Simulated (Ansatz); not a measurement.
Input:

KF:
```xyz
2
Lattice="0.0000 2.5813 2.5813 2.5813 0.0000 2.5813 2.5813 2.5813 0.0000" Properties=species:S:1:pos:R:3 pbc="T T T"
K      0.0000     0.0000     0.0000
F      2.5813     2.5813     2.5813
```

This is the LDA-relaxed structure.

### Question
All from plane-wave PAW LDA (Ansatz code), unless another level is named. Predict the Debye temperature from the elastic constants.

### Answer
353 K.

### Question
What about the vibrational entropy at 300 K?

### Answer
31.5 J/(K·mol of atoms).

### Question
What about the highest zone-centre frequency (without LO–TO term)?

### Answer
210 cm⁻¹.

### Question
And the elastic constants (relaxed ions, GPa)?

### Answer
C11 = 96.3, C12 = 17.4, C44 = 13.6.

Space group Fm-3m (rock salt). The cell was relaxed with LDA under the symmetry of its start; phonons on a q-mesh show no instability.

Potentials: the later of the program's two PAW sets.
